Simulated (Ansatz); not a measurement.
Step by step: BiB, relaxation of cell and atoms

Level of theory: Ansatz 0.2.0, DFT, PBE, PAW with Ansatz's default frozen-core files, scalar-relativistic.

Command: `ansatz run input.yaml --threads 1 --pin off --max-ram 2048MiB --backend cpu --events-out ev --progress --plain --runs-dir out` The run took 15 s on 1 thread of Arm Neoverse V1 (shared host), peak memory 0.33 GiB.

```yaml
crystal:
  lattice:
    - [0.0, 2.4112715217, 2.4112715217]
    - [2.4112715217, 0.0, 2.4112715217]
    - [2.4112715217, 2.4112715217, 0.0]
  atoms:
    - { symbol: B, position: [0.0, 0.0, 0.0] }
    - { symbol: Bi, position: [0.5, 0.5, 0.5] }
kpoints:
  mp_grid: { grid: [12, 12, 12] }
scf:
  occupations: { method: fermi_dirac, width: 0.05 }
hamiltonian:
  xc: pbe
  pseudopotentials: { kind: paw }
output:
  forces: true
  stress: true
  write_density: true
  write_potential: true
  elf: true
  volumetric_format: npy
relax:
  f_tol: 0.005
  max_steps: 80
  cell: {}
```

No spin–orbit coupling, which matters for the heavy atoms here.

The cell is built from the rocksalt type as a first guess.

The cutoff is 420 eV; energies and pressures of the walk include the program's estimate of the Pulay term.

Each frame lists the cell vectors (Å), then Cartesian positions (Å); symmetry keeps all forces zero. Free energies count from the first step, -12549.2148 eV.

The walk took 8 evaluations in all; steps that aren't listed are left out.

Step 1: E = 0.0 meV, P = 40.86 GPa

```
cell 0.0000 2.4113 2.4113 2.4113 0.0000 2.4113 2.4113 2.4113 0.0000
B     0.0000    0.0000    0.0000
Bi    2.4113    2.4113    2.4113
```

Step 2: E = -688.1 meV, P = 13.78 GPa

```
cell 0.0000 2.5288 2.5288 2.5288 0.0000 2.5288 2.5288 2.5288 0.0000
B     0.0000    0.0000    0.0000
Bi    2.5288    2.5288    2.5288
```

Step 3: E = -832.0 meV, P = 3.96 GPa

```
cell 0.0000 2.5981 2.5981 2.5981 0.0000 2.5981 2.5981 2.5981 0.0000
B     0.0000    0.0000    0.0000
Bi    2.5981    2.5981    2.5981
```

Step 4: E = -848.4 meV, P = 0.61 GPa

```
cell 0.0000 2.6283 2.6283 2.6283 0.0000 2.6283 2.6283 2.6283 0.0000
B     0.0000    0.0000    0.0000
Bi    2.6283    2.6283    2.6283
```

Step 5: E = -848.7 meV, P = 0.01 GPa

```
cell 0.0000 2.6343 2.6343 2.6343 0.0000 2.6343 2.6343 2.6343 0.0000
B     0.0000    0.0000    0.0000
Bi    2.6343    2.6343    2.6343
```

Step 6: E = -860.9 meV, P = 0.38 GPa (the cell of the step before, solved again on a basis chosen afresh, hence the jump)

How does the relaxation end?

It converges, with a = 5.276 Å, b = 5.276 Å, c = 5.276 Å, α = 90.00°, β = 90.00°, γ = 90.00° (conventional cell, space group Fm-3m). The last solve (on a basis chosen afresh for the final cell, so its energy is not quite comparable) gives E = -861.1 meV, P = 0.03 GPa:
```
cell 0.0000 2.6381 2.6381 2.6381 0.0000 2.6381 2.6381 2.6381 0.0000
B     0.0000    0.0000    0.0000
Bi    2.6381    2.6381    2.6381
```
